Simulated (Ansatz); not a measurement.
PtSe2:
```yaml
crystal:
  lattice:
    - [3.77329, 0.00000, 0.00000]
    - [-1.88665, 3.26777, 0.00000]
    - [0.00000, 0.00000, 4.81647]
  atoms:
    - { symbol: Se, position: [0.33333, 0.66667, 0.26546] }
    - { symbol: Se, position: [0.66667, 0.33333, 0.73454] }
    - { symbol: Pt, position: [0.00000, 0.00000, 0.00000] }
```

Relaxed with PBE+D3(BJ). Special points in fractions of this cell's reciprocal vectors: Γ (0.000, 0.000, 0.000); M (0.500, 0.000, 0.000); K (0.333, 0.333, 0.000); A (0.000, 0.000, 0.500); L (0.500, 0.000, 0.500); H (0.333, 0.333, 0.500).

Q: List the band energies nearest the Fermi level at these points for PBE+D3(BJ) with spin–orbit coupling in the plane-wave PAW code Ansatz.

A: In eV from the Fermi level; about four levels below and three above (degenerate sets whole), none deeper than 8.9 eV; points with the same levels are listed once.

```tsv
k	below	above
Γ	-1.40 -1.40 -0.85 -0.85	0.75 0.75 0.95 0.95
M	-3.15 -3.15 -2.74 -2.74	0.48 0.48 2.44 2.44
K	-1.64 -1.64 -0.13 -0.13	0.05 0.05 3.80 3.80
A	-1.74 -1.74 -1.59 -1.59	2.25 2.25 2.30 2.30
L	-2.74 -2.74 -1.14 -1.14	0.57 0.57 1.43 1.43
H	-2.57 -2.57 -2.31 -2.31	2.23 2.23 2.34 2.34
```

Space group P-3m1 (CdI2 type). Symmetry was held in the PBE+D3(BJ) relaxation; of distortions, only those at the zone centre were tested. No spin polarisation was allowed.

Potentials: the later of the program's two PAW sets.
